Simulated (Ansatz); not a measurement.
Epitaxial strain in CaC2: moduli and critical thickness

These are results of DFT r2SCAN, scalar-relativistic, plane waves, PAW in Ansatz, not measurements. Settings: 500 eV cutoff, 9×9×2 k-mesh, Gaussian smearing of 0.02 eV, no spin polarisation.

Reference structure (relaxed):

```yaml
crystal:
  lattice:
    - [3.86146, 0.00000, 0.00000]
    - [-1.93073, 3.34413, 0.00000]
    - [0.00000, 0.00000, 11.78190]
  atoms:
    - { symbol: Ca, position: [0.00000, 0.00000, 0.00000] }
    - { symbol: Ca, position: [0.66667, 0.33333, 0.33333] }
    - { symbol: Ca, position: [0.33333, 0.66667, 0.66667] }
    - { symbol: C, position: [0.66667, 0.33333, 0.88619] }
    - { symbol: C, position: [0.66667, 0.33333, 0.78047] }
    - { symbol: C, position: [0.33333, 0.66667, 0.21953] }
    - { symbol: C, position: [0.33333, 0.66667, 0.11381] }
    - { symbol: C, position: [0.00000, 0.00000, 0.55286] }
    - { symbol: C, position: [0.00000, 0.00000, 0.44714] }
```

The a-b plane is strained alike in both directions, as on a substrate, while c and the atoms relax within the symmetry that the strain leaves. Stress is positive in compression; energies are free energies at the smearing used, per atom.

| strain (%) | c (Å) | σ in plane (GPa) | ΔE (meV/atom) |
| --- | --- | --- | --- |
| -3.0 | 12.0311 | 3.63 | 11.12 |
| -1.5 | 11.9070 | 1.74 | 2.73 |
| +0.0 | 11.7819 | 0.02 | 0.00 |
| +1.5 | 11.6643 | -1.57 | 2.52 |
| +3.0 | 11.5453 | -3.02 | 9.89 |

**Question.** Get the biaxial modulus twice, from the stresses and from the energies of the innermost pair.

**Answer.** From stress: M = −Δσ/Δε = (1.74 − (-1.57)) / 0.030 = 111 GPa. Two in-plane directions each store σε/2, so the energy density is Mε²: M = (mean ΔE)/(V ε²) = 2.62 meV / (16.905 Å³ × 0.015²) × 0.16022 GPa Å³/meV = 110 GPa. The two agree.

**Question.** How well does Mε², with M from the stresses, predict the outermost points?

**Answer.** 10.5 meV predicted against 11.1 computed at -3.0 %; 10.5 meV predicted against 9.9 computed at +3.0 %. Compression costs more than stretching, the usual sign of bonds that stiffen as they shorten.

**Question.** How does c respond, and up to what thickness can a film with 1 % or 2 % misfit stay coherent on a thick substrate?

**Answer.** c answers with ε_c = −0.69 ε. In an isotropic solid that ratio is 2ν/(1 − ν), so ν = r/(2 + r) = 0.26. A film of thickness h stores Mε²h per area, 11.1 mJ/m² per nm at 1 %. The Matthews–Blakeslee balance for pure edge misfit dislocations, h = b/(8πf(1 + ν)) × (ln(h/b) + 1), with b taken as the in-plane vector a = 3.86 Å, solved by iteration, gives 4.1 nm at f = 1 % and 1.4 nm at 2 %. This is an isotropic estimate in which the moduli cancel; the real Burgers vector, glide system, anisotropy and slow kinetics can shift it by a factor of a few, mostly upward.